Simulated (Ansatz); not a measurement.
One crystal and one scan (energy against volume) at two levels, PBE-D3(BJ) (plane waves to 420 eV, PAW, scalar-relativistic; Ansatz, a quantum-chemistry and plane-wave program) and r2SCAN+rVV10 (plane waves to 500 eV, PAW, scalar-relativistic; Ansatz), each from its own relaxed cell and on its own mesh. The cell shown is that of PBE-D3(BJ).

Sb (A7 type, space group R-3m)

```
Sb
1.0
    2.16078     1.24753     3.67966
   -2.16078     1.24753     3.67966
    0.00000    -2.49506     3.67966
Sb
2
Cartesian
  0.00000   0.00000   2.60951
  0.00000   0.00000   8.42948
```

E(V) scan at fixed shape, V₀ the volume above. The atoms relax within the cell's symmetry.

Energies are smeared free energies. Sb was relaxed with its symmetry unable to fall. Spin-orbit coupling is left out, though Sb is heavy. The PAW data are Ansatz's earlier set. With the shape held, the modulus is that of even scaling; a crystal free to change shape is softer. Percentages come from the unrounded values. Both scans cover V/V₀ from 0.940 to 1.060.

Results of PBE-D3(BJ):

| Quantity | Value |
|---|---|
| Lattice constant a (Å) | 4.322 |
| Lattice constant c (Å) | 11.04 |
| Relaxed volume (Å³/atom) | 29.76 |
| Pressure at the smallest volume (GPa) | 3.2 |
| Bulk modulus at fixed cell shape B₀ (third-order Birch-Murnaghan fit) (GPa) | 46.2 |

Task: What does r2SCAN+rVV10 give for the same quantities?

Result: 
| quantity | r2SCAN+rVV10 | PBE-D3(BJ) − r2SCAN+rVV10 |
|---|---|---|
| Lattice constant a (Å) | 4.329 | -0.007 (-0.2 %) |
| Lattice constant c (Å) | 11.35 | -0.31 (-2.7 %) |
| Relaxed volume (Å³/atom) | 30.69 | -0.93 (-3.1 %) |
| Pressure at the smallest volume (GPa) | 3.0 | +0.2 (+7 %) |
| Bulk modulus at fixed cell shape B₀ (third-order Birch-Murnaghan fit) (GPa) | 43.2 | +3.0 (+6.9 %) |

PBE-D3(BJ) gives the higher value for: bulk modulus at fixed cell shape B₀. PBE-D3(BJ) gives the lower value for: lattice constant c; relaxed volume. They agree on: lattice constant a (within 0.2 %). Neither level is exact: the differences show how much the result hangs on the functional.

(A scan under strain: stresses follow from slopes of the energy per volume, elastic moduli from its curvatures.)
